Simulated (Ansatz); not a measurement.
Si2W in space group P6_222 (No. 180; Si on 6j, W on 3d) at seven volumes, plane-wave PAW PBEsol (Ansatz code), shape and atoms relaxed at each. One row is withheld.

| V (Å³/atom) | P (GPa) |
|---|---|
| 12.107 | 27.17 |
| 12.506 | 16.62 |
| 12.905 | 7.64 |
| 13.305 | 0.00 |
| 13.704 | -6.49 |
| 14.103 | -12.00 |
| 14.502 | ? |

**Question.** Fit the shown pressures and predict the withheld one.

**Answer.** P = (3/2)B₀(x^(7/2) − x^(5/2))[1 + (3/4)(B′ − 4)(x − 1)] with x = (V₀/V)^(2/3). Least squares on the six rows gives V₀ = 13.305 Å³/atom, B₀ = 234 GPa, B′ = 4.38. At V = 14.502, x = 0.9442 and P = -16.70 GPa. The run itself gave -16.66 GPa.

The workflow started from a Materials Project entry (that database holds measured and hypothetical structures alike); the Crystallography Open Database copy checked does not list it. It is not the phase usual at ambient conditions (space group No. 139). Symmetry was held in the PBEsol relaxation; of distortions, only those at the zone centre were tested. No spin polarisation was allowed. Spin–orbit coupling is left out wherever it is not named.

Potentials: the later of the program's two PAW sets.
